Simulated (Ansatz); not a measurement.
Ti3Sb (A15 (Cr3Si type), Pm-3n), a = b = c = 5.150 Å, α = β = γ = 90.00°.

Relaxed with PBEsol.

### Question
Which orbitals make up the states near the Fermi level in DFT-PBEsol in the program Ansatz with PAW potentials?

### Answer
Within 0.5 eV of the Fermi level: Ti 3d 88 %, outside the projected shells 5 %. Projections are on Löwdin-orthogonalised atomic valence shells; empty p or d shells of many metals are not among them.

### Question
Tabulate the density of states.

### Answer
States/eV per cell of 8 atoms, in 0.25 eV bins, energy from the Fermi level.

```
E (eV)  total  Ti 3d  Sb 5p  Ti 4s
------  -----  -----  -----  -----
-7.85    0.00   0.00   0.00   0.00
-7.60    0.00   0.00   0.00   0.00
-7.35    0.00   0.00   0.00   0.00
-7.10    0.00   0.00   0.00   0.00
-6.85    0.00   0.00   0.00   0.00
-6.60    0.00   0.00   0.00   0.00
-6.35    0.00   0.00   0.00   0.00
-6.10    0.00   0.00   0.00   0.00
-5.85    0.00   0.00   0.00   0.00
-5.60    0.55   0.07   0.24   0.20
-5.35    2.82   0.34   1.27   0.97
-5.10    6.29   0.92   2.90   1.88
-4.85    3.64   0.67   1.70   0.93
-4.60    1.78   0.39   0.88   0.36
-4.35    2.42   0.51   1.31   0.47
-4.10    4.81   1.17   2.76   0.69
-3.85    6.10   1.83   3.40   0.68
-3.60    4.26   1.37   2.40   0.37
-3.35   10.15   3.67   6.00   0.26
-3.10    4.12   1.35   2.58   0.09
-2.85    1.07   0.37   0.66   0.02
-2.60    0.01   0.00   0.00   0.00
-2.35    0.00   0.00   0.00   0.00
-2.10    0.30   0.22   0.00   0.07
-1.85    2.92   2.25   0.05   0.55
-1.60    6.77   5.25   0.21   1.07
-1.35   13.02  10.61   0.46   1.14
-1.10    7.31   5.96   0.35   0.55
-0.85    9.19   7.80   0.48   0.48
-0.60   11.24   9.81   0.30   0.58
-0.35    9.40   8.01   0.36   0.33
-0.10   13.25  11.62   0.36   0.44
0.15    13.32  11.71   0.31   0.45
0.40     8.64   7.91   0.12   0.16
0.65     2.92   2.73   0.03   0.01
0.90     4.53   4.19   0.09   0.01
1.15     5.81   5.36   0.14   0.03
1.40     6.49   5.97   0.16   0.08
1.65     7.38   6.61   0.16   0.18
1.90     8.24   7.36   0.17   0.21
2.15    12.80  11.59   0.32   0.26
2.40    18.09  16.44   0.39   0.45
```

The workflow started from an entry of the Crystallography Open Database (COD). Its standing as an ambient phase is unchecked. Symmetry was held in the PBEsol relaxation; its stability against distortions is not shown here. No spin polarisation was allowed. Scalar-relativistic: spin–orbit coupling is off unless named, which matters more the heavier the elements.

Potentials: the later of the program's two PAW sets.
